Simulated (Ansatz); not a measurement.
Zr$_{3}$Ti$_{2}$Si$_{3}$:
```yaml
crystal:
  lattice:
    - [7.79552, 0.00000, 0.00000]
    - [-3.89776, 6.75112, 0.00000]
    - [0.00000, 0.00000, 5.32036]
  atoms:
    - { symbol: Zr, position: [0.74793, 0.00000, 0.25000] }
    - { symbol: Zr, position: [0.25207, 0.00000, 0.75000] }
    - { symbol: Zr, position: [0.74793, 0.74793, 0.75000] }
    - { symbol: Zr, position: [0.25207, 0.25207, 0.25000] }
    - { symbol: Zr, position: [0.00000, 0.74793, 0.25000] }
    - { symbol: Zr, position: [0.00000, 0.25207, 0.75000] }
    - { symbol: Ti, position: [0.33333, 0.66667, 0.50000] }
    - { symbol: Ti, position: [0.66667, 0.33333, 0.50000] }
    - { symbol: Ti, position: [0.66667, 0.33333, 0.00000] }
    - { symbol: Ti, position: [0.33333, 0.66667, 0.00000] }
    - { symbol: Si, position: [0.39790, 0.00000, 0.25000] }
    - { symbol: Si, position: [0.60210, 0.00000, 0.75000] }
    - { symbol: Si, position: [0.39790, 0.39790, 0.75000] }
    - { symbol: Si, position: [0.60210, 0.60210, 0.25000] }
    - { symbol: Si, position: [0.00000, 0.39790, 0.25000] }
    - { symbol: Si, position: [0.00000, 0.60210, 0.75000] }
```

Relaxed with r²SCAN. Special points in fractions of this cell's reciprocal vectors: Γ (0.000, 0.000, 0.000); M (0.500, 0.000, 0.000); K (0.333, 0.333, 0.000); A (0.000, 0.000, 0.500); L (0.500, 0.000, 0.500); H (0.333, 0.333, 0.500).

List the band energies nearest the Fermi level at these points for DFT-r²SCAN in the program Ansatz with PAW potentials.

In eV from the Fermi level; about four levels below and three above (degenerate sets whole), none deeper than 8.9 eV; points with the same levels are listed once.

```tsv
k	below	above
Γ	-1.01 -0.73 -0.73 -0.39	0.41 0.41 0.75 0.75 0.75
M	-0.56 -0.53 -0.46 -0.31	0.24 0.75 0.88
K	-0.46 -0.46 -0.02 -0.02	0.80 0.80 0.91
A	-0.96 -0.96 -0.96 -0.96	0.30 0.30 0.50 0.50
L	-0.41 -0.41 -0.19 -0.19	0.65 0.65 0.72 0.72
H	-0.60 -0.60 -0.60 -0.60 -0.14 -0.14	0.45 0.45 0.45 0.45
```

Space group P6_3/mcm. The first step of the workflow began from a Materials Project structure, measured or hypothetical; the Crystallography Open Database copy checked does not list it. Whether it is the stable phase at ambient conditions was not checked. The r²SCAN relaxation kept the symmetry of its start; whether a distortion lowers the energy is not shown. No spin polarisation was allowed. Scalar-relativistic: spin–orbit coupling is off unless named, which matters more the heavier the elements.

Potentials: the later of the program's two PAW sets.
